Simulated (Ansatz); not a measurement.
The relaxed structure here is a generated cell of Ni: the first start was made by placing the elements on the sites of a structure type, and the end was not matched to a known phase here, so it may be hypothetical. Known forms of Ni include space group No. 225.

One starting cell of Ni (a generated cell, Ni placed in the beta-W structure type) was relaxed twice with Ansatz (plane waves, PAW, scalar-relativistic): with r2SCAN at 500 eV and with PBE at 420 eV. The r2SCAN result:

Space group Pm-3n (No. 223); a = b = c = 4.415 Å, α = β = γ = 90.00°

```json
[
 {"atom": "Ni", "site": "6c", "symmetry": "-4m.2", "x": "0.0000", "y": "0.5000", "z": "0.2500"},
 {"atom": "Ni", "site": "2a", "symmetry": "m-3.", "x": "0.0000", "y": "0.0000", "z": "0.0000"}
]
```

```tsv
quantity	r2SCAN	PBE
space group	Pm-3n	Pm-3n
volume (Å³/atom)	10.75	(withheld)
a (Å)	4.415	(withheld)
gap (eV, no spin-orbit coupling)	0.00	(withheld)
spin order	ferromagnetic	(withheld)
net moment (μB/atom)	0.71	(withheld)
```

Task: Fill in the PBE column.

Result: 
- volume (Å³/atom), PBE: 11.16
- a (Å), PBE: 4.469
- gap (eV, no spin-orbit coupling), PBE: 0.00
- spin order, PBE: ferromagnetic
- net moment (μB/atom), PBE: 0.60

Both levels end in the same structure; PBE's volume is 3.7 % larger. Neither column is exact.

Spin states reached: ferromagnetic; spin orders were not searched systematically. r2SCAN tends to overstate moments in metals. The program's look for a lower electronic state was skipped, cut short or left open in this run.

The run could not lose the symmetry of its start, so the end can be a saddle point.

All atoms sit on sites fixed by symmetry, so only the cell could relax.

Ansatz is a program for electronic structure.
